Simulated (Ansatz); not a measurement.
**Structures of SbP3S4: which is lowest?**

Plane-wave DFT in Ansatz with scalar-relativistic PAW potentials, cutoff 420 eV, Γ-centred meshes chosen by cell and gap, Gaussian smearing with energies taken to zero width. Every cell was relaxed (cell and atoms) in a run of its own, within the symmetry of its start. Functional: PBE.

Relaxed structures (starts from databases or built by putting these elements on another compound's sites):
A. P4/mmm, 8 atoms in the computed cell, a = 4.741 Å, c = 6.655 Å; sites (symmetry × multiplicity) Sb 4/mmm × 1, P 4/mmm × 1 + 4mm × 2, S 2mm. × 4; start: built
B. P-43m, 8 atoms in the computed cell, a = 6.321 Å; sites (symmetry × multiplicity) Sb -43m × 1, P -42.m × 3, S .3m × 4; start: built

Rank them by energy. Could pressure change the order?

| structure | group | E − E(lowest) (meV/atom) | V (Å³/atom) | gap on mesh (eV) |
| --- | --- | --- | --- | --- |
| A | P4/mmm | 0.0 | 18.70 | 0.00 |
| B | P-43m | 482 | 31.57 | 0.00 |

A is lowest, 482 meV/atom under B. The lowest is also the densest of these, so pressure wouldn't bring one of the others in at first order. Other structures may lie lower than all of these, and vibrations aren't counted.

Spin-orbit coupling is left out, which matters for the bands of heavy elements.